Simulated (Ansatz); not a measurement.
KIn9Ni2:
```yaml
crystal:
  lattice:
    - [8.72093, 0.00000, 0.00000]
    - [-4.36047, 7.55255, 0.00000]
    - [0.00000, 0.00000, 4.35839]
  atoms:
    - { symbol: K, position: [0.00000, 0.00000, 0.00000] }
    - { symbol: Ni, position: [0.33333, 0.66667, 0.00000] }
    - { symbol: Ni, position: [0.66667, 0.33333, 0.00000] }
    - { symbol: In, position: [0.20880, 0.41759, 0.50000] }
    - { symbol: In, position: [0.79120, 0.20880, 0.50000] }
    - { symbol: In, position: [0.58241, 0.79120, 0.50000] }
    - { symbol: In, position: [0.79120, 0.58241, 0.50000] }
    - { symbol: In, position: [0.20880, 0.79120, 0.50000] }
    - { symbol: In, position: [0.41759, 0.20880, 0.50000] }
    - { symbol: In, position: [0.00000, 0.50000, 0.00000] }
    - { symbol: In, position: [0.50000, 0.00000, 0.00000] }
    - { symbol: In, position: [0.50000, 0.50000, 0.00000] }
```

Relaxed with r²SCAN.

### Question
Give the Bader charges and basin volumes of the independent atoms, plane-wave PAW r²SCAN (Ansatz code).

### Answer


```tsv
atom	Bader charge (e)	Bader volume (Å³)
K1	+0.78	23.1
Ni2	-0.57	15.8
In4	0.00	27.4
In10	+0.13	22.7
```

Space group P6/mmm. The workflow started from an entry of the Crystallography Open Database (COD, 293 K). Its standing as an ambient phase is unchecked. The r²SCAN relaxation kept the symmetry of its start; its stability against distortions is not shown here. The workflow began spin-polarised and lost its moments.

Potentials: the later of the program's two PAW sets.
